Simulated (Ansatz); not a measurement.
Data:

PtW (rock salt, Fm-3m), a = 5.202 Å, b = 5.202 Å, c = 5.202 Å, α = 90.00°, β = 90.00°, γ = 90.00°; the cell used has 2 atoms.

This is the PBEsol-relaxed structure.

### Question
All from PBEsol (plane waves, PAW; program Ansatz), unless another level is named. Estimate the highest zone-centre frequency.

### Answer
2.90 THz.

### Question
Next, the bulk modulus (Birch–Murnaghan fit)?

### Answer
242 GPa.

The start of the workflow was typed in or built on a structure type; neither database checked (COD, Materials Project) lists it. Whether it is the stable phase at ambient conditions was not checked. The PBEsol relaxation kept the symmetry of its start; its stability against distortions is not shown here. The run is not spin-polarised. Its formation energy is positive at this level, so the cell may be metastable or incomplete. As this level gives no gap, phonon frequencies hold no LO–TO term and depend on the k-mesh and smearing (Fermi–Dirac, 0.1 eV here). Scalar-relativistic: spin–orbit coupling is off unless named, which matters more the heavier the elements.

Potentials: the later of the program's two PAW sets.
